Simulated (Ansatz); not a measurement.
**Quadrupolar parameters in Na4YZnP3O12**

The cell is a computed structure from the Materials Project (it need not be an observed phase), atoms as given.

Space group R3c:H (No. 161); a = 9.2991, c = 22.6226 Å, γ = 120.00°.

```csv
site,Wyckoff,site symmetry,x,y,z
Na1,18b,1,0.3048,0.3460,0.5802
Na7,6a,3.,0.0000,0.0000,0.4932
Y,6a,3.,0.0000,0.0000,0.6515
Zn,6a,3.,0.0000,0.0000,0.3438
P,18b,1,0.9707,0.3396,0.5852
O19,18b,1,0.2169,0.0270,0.3071
O25,18b,1,0.7812,0.9789,0.6958
O31,18b,1,0.0187,0.8304,0.4140
O37,18b,1,0.9897,0.1821,0.5882
```

One atom of each set is listed; the run and its k-mesh use a cell of 42 atoms with edges of 9.26, 9.26, 9.26 Å.

Level of theory: DFT, r2SCAN, plane waves and PAW, scalar-relativistic, 500 eV cutoff, Γ-centred 3×3×3 k-points, Fermi–Dirac smearing 0.02 eV (Ansatz 0.2.0).

V_zz is the principal component of the electric field gradient with the largest magnitude, η = (V_xx − V_yy)/V_zz and C_Q = eQV_zz/h. ν_Q = 3|C_Q|/[2I(2I − 1)].

Na-23: I = 3/2, Q = 104.0 mb; ⁶⁷Zn: I = 5/2, Q = 122.0 mb; O-17: I = 5/2, Q = -25.58 mb. Nuclear quadrupole moments: year-2017 set (Pyykkö).

Task: Give the quadrupolar parameters of the distinct sites.

Result: 

```csv
site,atoms,first shell,C_Q (MHz),η,ν_Q (MHz)
Na1,6,"8 O at 2.47–3.09 Å; also 3 P at 3.04–3.29 Å, 2 O at 3.30–3.52 Å, 1 Na at 3.38 Å",-1.83,0.65,0.913
Na7,2,6 O at 2.45–2.77 Å,-2.20,0.00,1.10
Zn,2,6 O at 2.08–2.30 Å,8.05,0.00,1.21
O19,6,"1 P at 1.55 Å, 1 Zn at 2.08 Å, angle 147°; also 2 Na at 2.59–3.02 Å",-6.34,0.18,0.951
O25,6,"1 P at 1.55 Å, 1 Y at 2.19 Å, angle 149°; also 3 Na at 2.84–3.30 Å",-5.15,0.10,0.773
O31,6,"1 P at 1.55 Å; also 1 Zn at 2.30 Å, 3 Na at 2.45–2.50 Å",-5.75,0.16,0.863
O37,6,"1 P at 1.56 Å, 1 Y at 2.26 Å; also 3 Na at 2.54–2.77 Å",-5.48,0.14,0.822
```

An axis of threefold or higher order runs through Na7 and Zn, so V_zz lies along it and η is zero. At O19, O25 and O37 V_zz points along the shorter of its two bonds, to P (within 8°) in each case. At O31 V_zz points along its bond to P (within 4°).

Y, P have no stable isotope with a ground-state quadrupole moment in the table, so these sites are left out.

At this cell the principal stresses reach 5 GPa in size with r2SCAN, which can matter for small gradients. The largest force is 0.5 eV/Å, so the atoms aren't at the calculated equilibrium and relaxing them would move these values. Without spin–orbit coupling (the program notes it for Y) the gradients are little affected as a rule: paired runs on crystals with a gap mostly move them by under 2 % at such atoms. With these PAW files V_zz is typically within 2 to 3 % of all-electron values, but misses above 10 % occur on Zn.
